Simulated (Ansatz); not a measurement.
InSe:
```
InSe
1.0
    4.02008     0.00000     0.00000
   -2.01004     3.48149     0.00000
    0.00000     0.00000    37.00000
Se In
2 2
Cartesian
  0.00000   0.00000  21.16319
  0.00000   0.00000  15.83681
  0.00000   2.32099  17.10549
  0.00000   2.32099  19.89451
```
The layer is periodic in x and y and isolated along z.

Relaxed with r²SCAN+D4. The program Ansatz at the r²SCAN+D4 level (PAW) gives a gap of 2.02 eV.

Question: What gap does HSE06 give on the same cell (Ansatz, PAW)?

Answer: 2.37 eV, 0.36 eV more. The hybrid was solved on a coarser mesh and at special points; its gap is the smallest among all of these.

```
k  v1 r²SCAN+D4  c1 r²SCAN+D4    v1 HSE06    c1 HSE06
-  ------------  ------------  ----------  ----------
Γ         -0.06          2.02       -0.06        2.37
M         -0.98          2.58  (withheld)  (withheld)
K         -1.14          2.80  (withheld)  (withheld)
```

Question: Top valence (v1) and lowest conduction level (c1) in eV from each method's valence maximum (which need not be a listed point): supply the withheld HSE06 values.

Answer: 
- M, v1 HSE06: -1.01
- M, c1 HSE06: 2.93
- K, v1 HSE06: -1.16
- K, c1 HSE06: 3.18

Cost on shared cores: the r²SCAN+D4 run (SCF on a 12×12×1 mesh, then bands and DOS) about 7 core-minutes (a rough figure), the HSE06 run (SCF on 9×9×1, then a few points) roughly 80 core-minutes; the tasks are unlike.

Space group P-6m2 (GaSe-type). A layer that has been made, often on a substrate. The cell was relaxed with r²SCAN+D4 under the symmetry of its start; its stability against distortions is not shown here. Spin–orbit coupling is left out wherever it is not named.

Potentials: the later of the program's two PAW sets.
